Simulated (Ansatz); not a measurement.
AlCu:
```
CELL_PARAMETERS angstrom
      2.95675     0.00000     0.00000
      0.00000     2.95675     0.00000
      0.00000     0.00000     2.95675
ATOMIC_POSITIONS crystal
  Al 0.00000 0.00000 0.00000
  Cu 0.50000 0.50000 0.50000
```

Relaxed with r²SCAN.

Question: Map the valence electron density (e/Å³), cut off at 1 on the plane through (0.000, 0.000, 0.000) spanned by u = [1, 0, 0] and v = [0, 1, 1] in lattice vectors, from the program Ansatz at the r²SCAN level (PAW).

Answer: x is the fraction of u, y of v (the angle between them is 90°; rows are the nearest grid lines); atoms in the plane: Al at (0.00, 0.00), Cu at (0.50, 0.50).
```
y \ x   0.000  0.0625  0.188  0.250  0.375  0.438  0.562  0.625  0.750  0.812  0.938   1.00
------  -----  ------  -----  -----  -----  -----  -----  -----  -----  -----  -----  -----
1.00    0.052   0.056  0.102  0.165  0.210  0.203  0.203  0.210  0.165  0.102  0.056  0.052
0.905   0.068   0.075  0.152  0.198  0.215  0.207  0.207  0.215  0.198  0.152  0.075  0.068
0.857   0.119   0.130  0.198  0.224  0.222  0.215  0.215  0.222  0.224  0.198  0.130  0.119
0.762   0.221   0.225  0.249  0.263  0.296  0.312  0.312  0.296  0.263  0.249  0.225  0.221
0.714   0.220   0.225  0.261  0.303  0.447  0.545  0.545  0.447  0.303  0.261  0.225  0.220
0.619   0.207   0.217  0.346  0.612   1.00   1.00   1.00   1.00  0.612  0.346  0.217  0.207
0.524   0.204   0.219  0.493   1.00   1.00   1.00   1.00   1.00   1.00  0.493  0.219  0.204
0.476   0.204   0.219  0.493   1.00   1.00   1.00   1.00   1.00   1.00  0.493  0.219  0.204
0.381   0.207   0.217  0.346  0.612   1.00   1.00   1.00   1.00  0.612  0.346  0.217  0.207
0.286   0.220   0.225  0.261  0.303  0.447  0.545  0.545  0.447  0.303  0.261  0.225  0.220
0.238   0.221   0.225  0.249  0.263  0.296  0.312  0.312  0.296  0.263  0.249  0.225  0.221
0.143   0.119   0.130  0.198  0.224  0.222  0.215  0.215  0.222  0.224  0.198  0.130  0.119
0.0952  0.068   0.075  0.152  0.198  0.215  0.207  0.207  0.215  0.198  0.152  0.075  0.068
0.000   0.052   0.056  0.102  0.165  0.210  0.203  0.203  0.210  0.165  0.102  0.056  0.052
```

The density is the valence pseudo-density with augmentation charge, so density and ELF within about 1 Å of a nucleus are not all-electron values.

Space group Pm-3m (CsCl type). The first step of the workflow began from a Materials Project structure, measured or hypothetical; the Crystallography Open Database copy checked does not list it. COD files the formula under space group No. 12. Whether it is the stable phase at ambient conditions was not checked. The cell was relaxed with r²SCAN under the symmetry of its start. At this level the phase is mechanically unstable. No spin polarisation was allowed.

Potentials: the later of the program's two PAW sets.
